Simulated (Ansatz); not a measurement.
The elements of this relaxed trial crystal are hidden behind letters.

```
lattice vectors (Å)
   2.7853    0.0000    0.0000
  -1.3926    2.4121    0.0000
   0.0000    0.0000    9.8688
fractional positions
X 0.3333 0.6667 0.5000
Z 0.3333 0.6667 0.0000
Z 0.6667 0.3333 0.2499
Z 0.6667 0.3333 0.7501
```

Theory: DFT PBE, scalar-relativistic, plane waves, PAW (Ansatz). Settings of the last relaxation (4-atom cell): 420 eV, 18×18×6 k points, Gaussian smearing of 0.10 eV, no spin polarisation.

| Property | Result |
| --- | --- |
| Space group | P-6m2 (No. 187) |
| Conventional cell | a = 2.785 Å, c = 9.869 Å |
| Volume per atom | 16.58 Å³ |
| Density | 15.01 g/cm³ |
| Energy over the elements | +0.42 eV/atom |
| Gap on the 18×18×6 mesh of the 4-atom cell | 0 eV (a metal) |

Energies are uncorrected and count from the elements' standard states at the same level.

Question: X is a d-block element of period 4 and Z is a d-block element of period 6. Which elements are they?

Answer: X = Ti, Z = W, so the formula is TiW3. Density times volume gives a mean mass of 15.01 × 16.58/1.6605 = 149.9 u per atom, and this set has 149.8 u. Around Ti lie 6 Ti at 2.79 Å and 6 W at 2.95 Å; W on a site of symmetry -6m2 has 12 W at 2.79–2.94 Å; around W on a site of symmetry 3m lie 9 W at 2.79–2.94 Å and 3 Ti at 2.95 Å. Other sets within the hints have nearly the same mass, so mass alone doesn't settle it; this one was computed.

Spin–orbit coupling, which can matter for W, is left out. A structure relaxed within its symmetry needn't be a true minimum. Another cell of TiW3 relaxed alike, in Cmmm, lies 0.45 eV/atom lower, so this cell isn't the stable form at this level.
